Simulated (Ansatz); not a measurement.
# Rocksalt alloy of MgO and CdO (20 of 32 Mg sites exchanged), 64 atoms

Ansatz, PAW, plane waves. PBEsol relaxation of volume and atoms (shape held) at the single k point (½, ½, ½); single points on the relaxed atoms at the Γ point alone, onto which points of the small cell's zone fold. Arrangement: random. No spin–orbit coupling unless named.

Relaxed structure:

```
O Cd Mg
1.0
     9.07612    0.00000    0.00000
     0.00000    9.07612    0.00000
     0.00000    0.00000    9.07612
O Cd Mg
32 20 12
Direct
  0.26630 0.98727 0.99996
  0.26302 0.01175 0.49841
  0.26634 0.51286 0.99838
  0.24085 0.48902 0.50015
  0.73304 0.99896 0.01202
  0.73355 0.00075 0.48738
  0.73640 0.50167 0.98758
  0.75913 0.50019 0.51205
  0.00505 0.25132 0.01474
  0.01447 0.26007 0.49010
  0.01525 0.74822 0.98764
  0.00375 0.73620 0.51171
  0.49678 0.24837 0.00022
  0.48763 0.24100 0.49656
  0.48735 0.75196 0.99788
  0.49546 0.76566 0.50026
  0.98316 0.01539 0.25146
  0.99489 0.98845 0.74850
  0.99548 0.48627 0.26318
  0.98663 0.50643 0.73984
  0.51071 0.01605 0.24749
  0.50333 0.01606 0.75225
  0.50369 0.48262 0.23680
  0.51330 0.48669 0.75939
  0.25089 0.24942 0.26158
  0.26158 0.25071 0.73650
  0.24675 0.75089 0.23546
  0.23672 0.74895 0.76083
  0.74898 0.23978 0.25090
  0.74027 0.26210 0.74915
  0.75155 0.76513 0.24912
  0.76288 0.73682 0.75057
  0.99975 0.99768 0.00216
  0.99958 0.00127 0.49819
  0.00019 0.50120 0.99875
  0.50009 0.49530 0.50079
  0.25323 0.25006 0.00056
  0.24869 0.75038 0.50085
  0.74765 0.25007 0.00091
  0.74893 0.25011 0.49903
  0.74837 0.75058 0.99821
  0.75098 0.75097 0.50116
  0.25164 0.00265 0.24881
  0.25260 0.99954 0.74942
  0.25001 0.49802 0.24873
  0.25081 0.49982 0.74973
  0.74666 0.99970 0.74965
  0.74926 0.49791 0.24960
  0.00073 0.25220 0.74647
  0.99921 0.74961 0.25029
  0.49965 0.75425 0.24635
  0.50041 0.74980 0.75163
  0.00006 0.49677 0.50248
  0.49972 0.00485 0.00220
  0.49914 0.00874 0.49521
  0.50060 0.49548 0.99689
  0.25267 0.25020 0.49722
  0.25324 0.75000 0.99625
  0.74422 0.00615 0.24962
  0.74948 0.49937 0.74987
  0.99993 0.25035 0.25585
  0.99993 0.74338 0.74976
  0.49955 0.24695 0.24985
  0.50023 0.25032 0.74958
```

What are the mean bond lengths by pair (pairs within 1.2 times the sum of covalent radii, less contacts 15 % beyond the pair's median; cation–cation pairs of compounds aside; long ionic contacts are cut short by that bound)?

Cd–O 2.327 ± 0.064 Å (standard deviation, 120 bonds); Mg–O 2.181 ± 0.055 Å (standard deviation, 72 bonds).

What gap lies between the top filled and the lowest empty level in the single points?

HSE06 1.66 eV (5.4 min on 7 threads of Neoverse-V2).
